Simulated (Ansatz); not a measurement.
# EuSb in the WC-type structure

Level of theory: DFT, PBE, scalar-relativistic, collinear spin; plane waves to 420 eV with PAW datasets (Ansatz 0.2.0), 10×10×4 k-mesh, Gaussian smearing of 0.05 eV. The datasets are Ansatz's generated set soft_2.

```xyz
4
Lattice="4.2141 0.0000 0.0000 -2.1070 3.6495 0.0000 0.0000 0.0000 8.8083" Properties=species:S:1:pos:R:3 pbc="T T T"
Eu    2.1070    3.6495    0.0000
Sb    2.1070    1.2165    2.2021
Eu    2.1070    3.6495    4.4042
Sb    2.1070    1.2165    6.6063
```

This is a trial structure made by placing the elements on a prototype's sites, so it needn't be the stable form.

Magnetic state: antiferromagnetic, site spin moments Eu 6.74, -6.74 μB.

The run above is the reference. The same cell was run again with other input settings; several of them aren't fit for production, so the rows show the settings' effect and aren't properties of the material.

| keys changed | outcome | ΔE (meV/atom) | P (GPa) | gap on the mesh (eV) | cell moment (μB) | largest force component (eV/Å) | SCF iterations | rough core-seconds | new warnings |
| --- | --- | --- | --- | --- | --- | --- | --- | --- | --- |
| none (reference) | converged | 0.0 | 0.0 | metal | 0.00 | 0.000 | – | – | – |
| scf.occupations.method: "gaussian" → "fermi_dirac"; scf.occupations.width: 0.05 → 0.025 | converged | -0.1 | 0.0 | metal | 0.00 | 0.000 | 12 | 50 | given moment on shells |

ΔE is the energy with the smearing extrapolated to zero. It is left out where the change alters the Hamiltonian or the spin treatment. The varied runs start from atomic densities (corrected by the program's trained start where that serves), with the default search for lower states unless a row changes it, while the reference went on from a saved state, so a magnet may end in another state whatever the setting.

Problem. What happens with these changes: kpoints.mp_grid.grid: [10, 10, 4] → [12, 12, 5]?

Solution. outcome converged, ΔE (meV/atom) -1.7, P (GPa) 0.0, gap on the mesh (eV) metal, cell moment (μB) 0.00, largest force component (eV/Å) 0.000, SCF iterations 13, rough core-seconds 70, new warnings given moment on shells.

4 further runs (cut off, refused for memory, with changed atoms or starts, or in doubt) are left out.

Of the reference: Without a U the 4f levels of Eu lie too near the Fermi level, so their share of the states there, and what hangs on it, is overstated. Spin–orbit coupling, which matters for such heavy elements, is left out. The run wasn't fully tested for a lower electronic state. Site moments are of spin, integrated over atomic spheres.
